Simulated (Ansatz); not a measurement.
SiGe:
```yaml
crystal:
  lattice:
    - [3.92805, 0.00000, 0.00000]
    - [0.00000, 3.92567, 0.00000]
    - [0.00000, 0.00000, 11.09883]
  atoms:
    - { symbol: Si, position: [0.25000, 0.00000, 0.31923] }
    - { symbol: Si, position: [0.25000, 0.50000, 0.43956] }
    - { symbol: Si, position: [0.75000, 0.50000, 0.56044] }
    - { symbol: Si, position: [0.75000, 0.00000, 0.68077] }
    - { symbol: Ge, position: [0.25000, 0.00000, 0.80539] }
    - { symbol: Ge, position: [0.25000, 0.50000, 0.93537] }
    - { symbol: Ge, position: [0.75000, 0.50000, 0.06463] }
    - { symbol: Ge, position: [0.75000, 0.00000, 0.19461] }
```

Relaxed with r²SCAN. Special points in fractions of this cell's reciprocal vectors: Γ (0.000, 0.000, 0.000); X (0.500, 0.000, 0.000); S (0.500, 0.500, 0.000); Y (0.000, 0.500, 0.000); Z (0.000, 0.000, 0.500); U (0.500, 0.000, 0.500); R (0.500, 0.500, 0.500); T (0.000, 0.500, 0.500).

### Question
List the band energies nearest the valence-band maximum at these points for plane-wave PAW r²SCAN with spin–orbit coupling (Ansatz code).

### Answer
In eV from the valence-band maximum; about four levels below and three above (degenerate sets whole), none deeper than 8.9 eV; points with the same levels are listed once.

```json
[
 {"k": "Γ", "below": "-0.04 -0.04 0.00 0.00", "above": "0.59 0.59 0.71 0.71"},
 {"k": "X", "below": "-1.20 -1.20 -1.20 -1.20", "above": "1.04 1.04 1.04 1.04"},
 {"k": "S", "below": "-3.20 -3.20 -3.20 -3.20", "above": "0.85 0.85 0.85 0.85 0.85 0.85 0.85 0.85"},
 {"k": "Y", "below": "-1.44 -1.44 -1.19 -1.19", "above": "1.01 1.01 1.06 1.06"},
 {"k": "Z", "below": "-0.86 -0.86 -0.74 -0.74", "above": "0.50 0.50 0.65 0.65"},
 {"k": "U", "below": "-1.22 -1.22 -1.22 -1.22", "above": "1.94 1.94 1.94 1.94"},
 {"k": "R", "below": "-3.61 -3.61 -3.61 -3.61", "above": "1.81 1.81 1.81 1.81"},
 {"k": "T", "below": "-1.55 -1.55 -1.21 -1.21", "above": "2.00 2.00 2.01 2.01 2.01 2.01"}
]
```

Space group Pmma. The start of the workflow was typed in or built on a structure type; neither database checked (COD, Materials Project) lists it. Its standing as an ambient phase is unchecked. The r²SCAN relaxation kept the symmetry of its start; its stability against distortions is not shown here.

Potentials: the later of the program's two PAW sets.
